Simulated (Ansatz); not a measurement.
Relaxed-ion elastic tensor of Se (trigonal Se type, P3_121) in GPa (Voigt order), PBE+D3(BJ) (plane waves, PAW; program Ansatz); density 5.35 g/cm³, 24.49 Å³ per atom.

```
 35.4    9.3   26.8   12.7    0.0    0.0
  9.3   35.4   26.8  -12.7    0.0    0.0
 26.8   26.8   98.0    0.0    0.0    0.0
 12.7  -12.7    0.0   36.8    0.0    0.0
  0.0    0.0    0.0    0.0   36.8   12.7
  0.0    0.0    0.0    0.0   12.7   13.0
```

Is the crystal mechanically stable?

Yes: the smallest eigenvalue of C is 7.5 GPa.

Work out the Voigt, Reuss and Hill averages.

K_V = 32.7, K_R = 22.1, K_H = 27.4; G_V = 24.4, G_R = 13.2, G_H = 18.8 GPa.

Give Young's modulus, Poisson's ratio, Pugh's ratio and the universal anisotropy index.

E = 9KG/(3K + G) = 45.9 GPa; ν = 0.22; K/G = 1.46 (brittle by the Pugh limit of 1.75); A_U = 5G_V/G_R + K_V/K_R − 6 = 4.73.

Estimate the sound speeds and the Debye temperature.

v_l = √((K + 4G/3)/ρ) = 3130 m/s, v_t = √(G/ρ) = 1870 m/s, mean 2070 m/s; Θ = (h/k)(3n/4πV)^(1/3) v_m = 213 K.

Solve the Christoffel equation for the three sound speeds along x, y, z.

Eigenvalues of C_ijkl n_j n_l equal ρv² (piezoelectric stiffening left out). In km/s, slowest first: x 1.19, 2.57, 2.81; y 1.56, 2.09, 3.02; z 2.62, 2.62, 4.28.

How much does each axis shrink under pressure?

Linear compressibilities β_i = Σ_j S_ij (j = 1 to 3): x 24, y 24, z -3.0 per TPa.

The cell was relaxed with PBE+D3(BJ) under the symmetry of its start.

Potentials: the later of the program's two PAW sets.
